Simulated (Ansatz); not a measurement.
A geometry of Ru away from equilibrium: step 2 of the relaxation of a relaxed Ru cell shaken by Gaussian noise of σ = 0.08 Å a coordinate. Calculation: r2SCAN (plane waves to 500 eV, PAW, scalar-relativistic; Ansatz, a first-principles code). Γ-centred k-mesh 7×7×7 on the run's cell (coarser than for final values), Fermi–Dirac smearing 0.05 eV.

```
Ru
1.0
    4.83179     0.02088     0.01034
    0.02088     4.81763     0.04729
    0.01034     0.04729     4.75558
Ru
8
Direct
  0.15592   0.14596   0.14736
  0.65977   0.34959   0.84856
  0.86210   0.64115   0.35251
  0.35114   0.84533   0.63976
  0.85065   0.85351   0.85351
  0.35771   0.64754   0.14024
  0.16225   0.34217   0.65162
  0.65741   0.14012   0.35084
```

Problem. Predict the force on each atom, in eV/Å.

Solution. 
```csv
atom,Fx,Fy,Fz
Ru1,0.03,0.00,0.43
Ru2,0.08,0.40,-0.20
Ru3,-0.24,-0.09,0.19
Ru4,-0.09,-0.33,-0.03
Ru5,0.04,-0.10,-0.33
Ru6,0.10,-0.31,0.27
Ru7,0.08,0.15,-0.32
Ru8,-0.01,0.27,-0.01
```

Problem. What is the pressure?

Solution. +5.3 GPa, compression positive.

No spin polarisation in the result.

The end of the path is a generated cell of Ru: the first start was made by placing the elements on the sites of a structure type, and the end was not matched to a known phase here, so it may be hypothetical. Known forms of Ru include space group No. 194.
